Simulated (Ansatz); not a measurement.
**Ti-47 nuclear quadrupole resonance in Ti under strain**

Cell: a COD entry, relaxed with PBE at fixed cell and then changed (z stretched by 3 %, ions relaxed).

```
Ti
1.0
     2.95000    0.00000    0.00000
    -1.47500    2.55477    0.00000
     0.00000    0.00000    4.82658
Ti
2
Direct
  0.33333 0.66667 0.25000
  0.66667 0.33333 0.75000
```

Atom numbers follow the list; atoms alike are taken as one site, whose name carries the number of the first.

The numbers come from a DFT calculation in Ansatz (PBE, plane waves and PAW, scalar-relativistic, 420 eV cutoff, Γ-centred 18×18×10 k-points, Fermi–Dirac smearing 0.05 eV).

Ti-47: I = 5/2, Q = 302.0 mb (year-2017 value). Static lattice, zero field.

Problem. Predict the zero-field Ti-47 lines of each site.

Solution. For I = 5/2 and η = 0 the lines are 3|C_Q|/20 and twice that; η pulls their ratio below 2.

```
site  atoms  V_zz (10²¹ V/m²)  C_Q (MHz)     η  line frequencies (MHz)
  Ti   1, 2              1.14       8.34  0.00              1.25, 2.50
```

Problem. And for 49Ti (I = 7/2, Q = 247.0 mb) on Ti?

Solution. C_Q scales with Q to 6.82 MHz, with lines at 0.487, 0.974, 1.46 MHz.

An axis of threefold or higher order runs through Ti, so V_zz lies along it and η is zero.

With no gap above 0.1 eV, as in a metal, the gradients converge slowly in k; expect changes of a tenth or more on a denser mesh.

The relaxation (1 step) took 2.9 s of wall time (2.9 s of CPU time) and 0.5 GiB at its peak, on 1 thread of AMD EPYC 9R45 (Zen 5) (x86_64; 16 cores open to the job, memory cap 3.0 GiB, no GPU), a shared host with a load of 0.4 a core.
